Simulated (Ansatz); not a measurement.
Pt (fcc, Cu type)

```xyz
1
Lattice="0.0000 1.9851 1.9851 1.9851 0.0000 1.9851 1.9851 1.9851 0.0000" Properties=species:S:1:pos:R:3 pbc="T T T"
Pt     0.0000     0.0000     0.0000
```

The slice is a {110} plane (indices of the conventional cell) through the point (0.000, 0.000, 0.000) (fractional), spanned by u = [100] and v = [1 -1 -1] in vectors of this cell: u (2.81 Å) and v (3.97 Å, at 90° to u). It covers one period; positions are fractions (u, v).

Level of theory: PBE (plane waves to 420 eV, PAW, scalar-relativistic; Ansatz, an electronic-structure program). k mesh 20×20×20. These are valence fields of a PAW run, semicore shells included where kept as valence: close to a nucleus they are smooth pseudo fields. Pt is run without spin polarisation. Pt was relaxed with its symmetry unable to fall. Spin-orbit coupling is left out, though Pt is heavy.

**Question.** What is the valence density on the shortest Pt–Pt line in this plane (2.81 Å), at its midpoint?

**Answer.** 0.36 e/Å³.

**Question.** Predict the map of the electron localisation function (ELF) on the slice.

**Answer.** 
```
|xxxx9753222223579xxx|
|xxx986432222234689xx|
|xx99753222222235799x|
|99976422222222246799|
|88764322222222234678|
|66543222222222223456|
|44332222222222222334|
|22222222222222222222|
|22122222222222222212|
|11111122222222211111|
|00011122222222211100|
|00001122222222211000|
|00001112222222111000|
|00001112223222111000|
|00001112222222111000|
|00001122222222211000|
|00011122222222211100|
|11111122222222211111|
|22122222222222222212|
|22222222222222222222|
|44332222222222222334|
|66543222222222223456|
|88764322222222234678|
|99976422222222246799|
|xx99753222222235799x|
|xxx986432222234689xx|
|xxxx9753222223579xxx|
|xxxx9753223223579xxx|
```
Scale: ten equal steps from 0.12 (start of '0') to 0.66 (end of '9'), in the order '0123456789'. Values: electron localisation function (ELF). The map has 20 points along u (one character each, u = 0 at the left) and 28 along v (v = 0 in the bottom row). Points within 0.5 Å of a nucleus are blanked (x), as the pseudised field means little there.
